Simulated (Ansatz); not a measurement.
A generator proposed this cell of TaTl₆.

```
CELL_PARAMETERS angstrom
-4.12451 4.12451 4.12451
4.12451 -4.12451 4.12451
4.12451 4.12451 -4.12451
ATOMIC_POSITIONS crystal
Ta 0.00000 0.00000 0.00000
Tl 0.71067 0.71067 0.00000
Tl 0.28933 0.28933 0.00000
Tl 0.00000 0.28933 0.28933
Tl 0.00000 0.71067 0.71067
Tl 0.71067 0.00000 0.71067
Tl 0.28933 0.00000 0.28933
```

All numbers below come from DFT PBE, scalar-relativistic, plane waves, PAW in Ansatz. Cutoff 420 eV; k points 4×4×4 on the computed 7-atom cell (Γ-centred); Gaussian smearing, width 0.10 eV; no spin polarisation.

Formation energies are uncorrected and refer to the elements' standard structures at the same level.

Question: What does a single point on this coarse mesh give?

Answer: The pressure is 13.8 GPa (it wants to expand), the largest force is 6.46 eV/Å, and the energy is +1.38 eV/atom against the elements. The shortest distance is 2.39 Å.

Question: How much does it gain on relaxing, and where does it end?

Answer: Relaxing gains about 0.79 eV/atom (the start's value is from the coarse mesh, so the gain is rough) in 10 ionic steps and ends at +0.59 eV/atom on the finer mesh. The symmetry stays Im-3m (No. 229). The volume per atom grows by 5.4 %, from 40.1 to 42.3 Å³. The shortest distance goes from 2.39 Å (Ta–Tl) to 2.74 Å (Ta–Tl). Conventional cell: a = 8.396 Å. Ta has 6 Tl at 2.74 Å; Tl is surrounded by 1 Ta at 2.74 Å and 1 Tl at 2.91 Å.

The last run used a 6×6×6 mesh for its 7-atom cell and Gaussian smearing of 0.10 eV. Spin–orbit coupling, which can matter for Ta and Tl, is left out. The cell is a metal run without spin; a magnetic state may lie lower. The relaxation can't lower the symmetry of the start. Symmetry constrained the relaxation, so the result can be a saddle point.
